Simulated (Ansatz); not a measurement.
Data:

Relaxed LiH (rock salt):

```xyz
4
Lattice="0.0000 4.0054 4.0054 2.0027 2.0027 4.0054 2.0027 2.0027 0.0000" Properties=species:S:1:pos:R:3 pbc="T T T"
H      0.0000     0.0000     0.0000
H      2.0027     4.0054     6.0081
Li     2.0027     6.0081     6.0081
Li     2.0027     4.0054     4.0054
```

The atoms are displaced by Q × the pattern below (from a DFPT mode at X = (0.5, 0.5, 0.0), largest move 1; Q in Å), at fixed cell. (q is in reciprocal vectors of the primitive cell; the cell shown is doubled to hold the pattern.)

```csv
atom,x,y,z
H1,0.000,0.000,-1.000
H2,0.000,0.000,1.000
Li3,0.000,0.000,-0.029
Li4,0.000,0.000,0.029
```

The numbers are results of r2SCAN (plane waves to 500 eV, PAW, scalar-relativistic; Ansatz, an electronic-structure program), not measurements. k mesh 14×14×14 (Γ-centred), Fermi-Dirac smearing 0.05 eV. The energy includes the smearing's −TS. LiH was relaxed with its symmetry unable to fall. The zero of ΔE is the undisplaced structure.

The scan covers Q from -0.280 to 0.280 Å in 13 points.

Q: Which space group does the distorted structure have?

A: P4/nmm (No. 129), lowered from Fm-3m.

Q: Is this a single well or a double well?

A: A single well with its minimum at or next to zero displacement.

Q: What is the energy change at Q = 0.280 Å?

A: 348 meV/cell.

Q: What harmonic wavenumber does the curvature at Q = 0 give?

A: 1071 cm⁻¹.

(A displaced cell: forces are minus the slopes of the energy, force constants its curvatures, and phonons follow from these.)
